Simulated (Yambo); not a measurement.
G0W0@LDA for Li3VS4 (space group P-43m, No. 215) in Yambo. Reference settings: 2×2×2 Γ-centred k mesh, bands 5 to 288 and a 7 Ry block in the screening, 288 bands in G with the Bruneval-Gonze terminator, plasmon pole fitted at 27.2 eV. The LDA gap M → Γ on this mesh is 1.84 eV; G0W0 gaps are taken between the same points.

The settings were changed. The gap went from 4.34 eV to 4.27 eV, and the shift of the valence edge from -1.12 eV to -0.92 eV.

Question: Name the change that produced these shifts.
(A) 180 bands in G
(B) 6 Ry block
(C) 3 Ry block
(D) no random integration

Answer: D, no random integration. The others gave (gap, valence shift): 6 Ry block: 4.34, -1.08 eV; 180 bands in G: 4.33, -1.10 eV; 3 Ry block: 4.43, -0.86 eV.

Geometry of the Materials Project entry, not relaxed at this level; primitive cell a = 5.9331 Å, b = 5.9331 Å, c = 5.9331 Å, α = 90.00°, β = 90.00°, γ = 90.00°.

The structure is a Materials Project entry; no match was found in the copy of COD used, and its stability was not checked.

The runs are not spin-polarised; magnetic order was not tried.

A shift is the quasiparticle energy of the state minus its LDA energy.
